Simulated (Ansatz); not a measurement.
Total density of states per atom from r²SCAN+D4 in the plane-wave PAW code Ansatz, in 0.25 eV bins, energy from the Fermi level:

(E (eV), states/eV/atom): (-7.85, 0.30); (-7.60, 0.35); (-7.35, 0.35); (-7.10, 0.43); (-6.85, 0.56); (-6.60, 0.42); (-6.35, 0.37); (-6.10, 0.32); (-5.85, 0.35); (-5.60, 0.30); (-5.35, 0.31); (-5.10, 0.30); (-4.85, 0.28); (-4.60, 0.27); (-4.35, 0.27); (-4.10, 0.26); (-3.85, 0.26); (-3.60, 0.26); (-3.35, 0.25); (-3.10, 0.18); (-2.85, 0.20); (-2.60, 0.20); (-2.35, 0.22); (-2.10, 0.16); (-1.85, 0.12); (-1.60, 0.09); (-1.35, 0.07); (-1.10, 0.06); (-0.85, 0.04); (-0.60, 0.03); (-0.35, 0.02); (-0.10, 0.00); (0.15, 0.00); (0.40, 0.02); (0.65, 0.03); (0.90, 0.05); (1.15, 0.07); (1.40, 0.11); (1.65, 0.24); (1.90, 0.21); (2.15, 0.20); (2.40, 0.18); (2.65, 0.15); (2.90, 0.13); (3.15, 0.13); (3.40, 0.12); (3.65, 0.11); (3.90, 0.11); (4.15, 0.10); (4.40, 0.10); (4.65, 0.11)

Q: Which compound is it?
(A) Bi2Se3, R-3m (Bi on 6c, Se on 3a, Se on 6c)
(B) MoS2, P6_3/mmc (Mo on 2b, S on 4f)
(C) GaN, P6_3/mmc (Ga on 2d, N on 2b)
(D) C, graphite

A: D, C, graphite. Within 0.5 eV of the Fermi level: C 2p 99 %. Projections are on Löwdin-orthogonalised atomic valence shells; empty p or d shells of many metals are not among them.

The cell was relaxed with r²SCAN+D4 under the symmetry of its start; of distortions, only those at the zone centre were tested.

Potentials: the earlier of the program's two PAW sets.
